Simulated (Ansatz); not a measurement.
Zone-centre phonons of ZrOs: input and output

Computed with DFT LDA, scalar-relativistic, plane waves, PAW (Ansatz 0.2.0).

Launched with:
```bash
ansatz run input.yaml --threads 1 --pin off --max-ram 3072MiB --backend cpu --events-out ev --progress --plain --runs-dir out
```

Input (bare energies are in eV):
```yaml
crystal:
  lattice:
    - [3.2260351224, 0.0, 0.0]
    - [0.0, 3.2260351224, 0.0]
    - [0.0, 0.0, 3.2260351224]
  atoms:
    - { symbol: Zr, position: [0.5, 0.5, 0.5] }
    - { symbol: Os, position: [0.0, 0.0, 0.0] }
basis:
  ecutwfc: 420
kpoints:
  mp_grid: { grid: [14, 14, 14] }
hamiltonian:
  xc: lda
scf:
  occupations: { method: fermi_dirac, width: 0.15 }
output:
  eigenvalues: true
phonons:
  method: dfpt
  eigenvectors: true
```

The end of the output:
```
--- Phonons (Γ-DFPT): 2 representative perturbations + reference, on 288 of 2744 k-points (Σ response iterations 5) ---
  k mesh reduced under 8 symmetry operations, with k and −k counted as one. Each operation leaves every solved perturbation unchanged. A smaller set is not used because it would not reduce the number of displacements ...
  ASR residual: 1.966e-4 → 0.000e0 eV/Å²; symmetrization residual: 1.484e-5 eV/Å²
  ASR residual per site (eV/Å²): 1.97e-4 8.23e-6
  Γ frequencies (cm⁻¹): 0.00 0.00 0.00 187.90 187.90 187.90
  non-analytic LO–TO correction: not included (Born effective charges unavailable; polar crystals: no LO–TO splitting at Γ)
```

The run took 52 s on 1 thread of Arm Neoverse V1, on a shared host, peak memory 0.85 GiB.

In a metal, frequencies and elastic constants depend on the k mesh and the smearing, soft modes and shear constants most. Spin–orbit coupling is left out, which can shift energies with elements as heavy as these.